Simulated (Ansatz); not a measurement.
**ZnCd$_{2}$S$_{3}$ (I-4m2) at 3 levels of theory**

One geometry, relaxed with PBE; plane waves with PAW potentials in Ansatz, scalar-relativistic. No spin polarisation. Gaps are the least over mesh and band path; pressure is positive in compression.

```xyz
6
Lattice="-2.0277 2.0277 8.7321 2.0277 -2.0277 8.7321 2.0277 2.0277 -8.7321" Properties=species:S:1:pos:R:3 pbc="T T T"
Zn    0.0000    0.0000    0.0000
Cd    0.0000    0.0000   11.5513
Cd    0.0000    0.0000    5.9128
S     0.0000    2.0277    4.3660
S     2.0277    0.0000    7.4657
S     2.0277    0.0000    1.2664
```

| level | cutoff (eV) | k mesh | gap (eV) | pressure (GPa) |
| --- | --- | --- | --- | --- |
| PBE | 420 | 10×10×10 | 1.23 | 0.0 |

Problem. What comes out on the same cell with r2SCAN, LDA?

Solution.
```json
{"level": "r2SCAN", "cutoff (eV)": "500", "k mesh": "10×10×10", "gap (eV)": "1.70", "pressure (GPa)": "-1.6"}
{"level": "LDA", "cutoff (eV)": "420", "k mesh": "10×10×10", "gap (eV)": "0.96", "pressure (GPa)": "-5.2"}
```

The structure comes from a generated guess; another structure or a mixture of phases may lie lower.
